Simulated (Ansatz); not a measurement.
Total density of states per atom from the program Ansatz at the r²SCAN level (PAW), in 0.25 eV bins, energy from the valence-band maximum:

```
E (eV) | states/eV/atom
    -7.85 |  0.00
    -7.60 |  0.00
    -7.35 | ###### 0.23
    -7.10 | #################### 0.73
    -6.85 | ############## 0.52
    -6.60 | ################ 0.56
    -6.35 | ########## 0.37
    -6.10 | ### 0.09
    -5.85 | #### 0.14
    -5.60 | #### 0.16
    -5.35 | ##### 0.20
    -5.10 | ########## 0.36
    -4.85 | ## 0.08
    -4.60 |  0.00
    -4.35 |  0.01
    -4.10 | # 0.04
    -3.85 | ################ 0.56
    -3.60 | ############# 0.46
    -3.35 | ####################### 0.83
    -3.10 | ############## 0.52
    -2.85 | ###################### 0.78
    -2.60 | ########## 0.35
    -2.35 | ####################### 0.83
    -2.10 | ###################### 0.81
    -1.85 | ############################ 1.00
    -1.60 | ####################### 0.84
    -1.35 | ############## 0.51
    -1.10 | ################ 0.57
    -0.85 | ############### 0.54
    -0.60 | ################# 0.60
    -0.35 | ######################## 0.85
    -0.10 | ##### 0.18
     0.15 |  0.00
     0.40 |  0.00
     0.65 |  0.00
     0.90 |  0.00
     1.15 | # 0.05
     1.40 | ###### 0.21
     1.65 | ############# 0.45
     1.90 | ################ 0.58
     2.15 | ####################### 0.83
     2.40 | ###################### 0.80
     2.65 | ################# 0.62
     2.90 | ########## 0.37
     3.15 | ########## 0.35
     3.40 | ################ 0.58
     3.65 | #################### 0.71
     3.90 | ############################## 1.08
     4.15 | ########################### 0.96
     4.40 | ################ 0.59
     4.65 | ############### 0.54
     4.90 | ########################## 0.92
     5.15 | ########################## 0.93
     5.40 | ########### 0.39
     5.65 | ############### 0.54
```

Task: Which compound is it?
A) HoAs, rock salt
B) Sn3As4, P-43m (Sn on 3d, As on 4e)
C) Yb3SnO, anti-perovskite
D) Zr3Sn, A15 (Cr3Si type)

Result: B, Sn3As4, P-43m (Sn on 3d, As on 4e). Top 1 eV of the valence band: As 4p 72 %, Sn 5p 17 %, As 4s 7 %. Bottom 1 eV of the conduction band: As 4p 46 %, Sn 5s 24 %, Sn 5p 19 %, As 4s 6 %, outside the projected shells 5 %. Projections are on Löwdin-orthogonalised atomic valence shells; empty p or d shells of many metals are not among them.

The workflow started from a Materials Project entry (that database holds measured and hypothetical structures alike); the Crystallography Open Database copy checked does not list it. Its standing as an ambient phase is unchecked. Symmetry was held in the r²SCAN relaxation; its stability against distortions is not shown here. Spin–orbit coupling is left out wherever it is not named.

Potentials: the later of the program's two PAW sets.
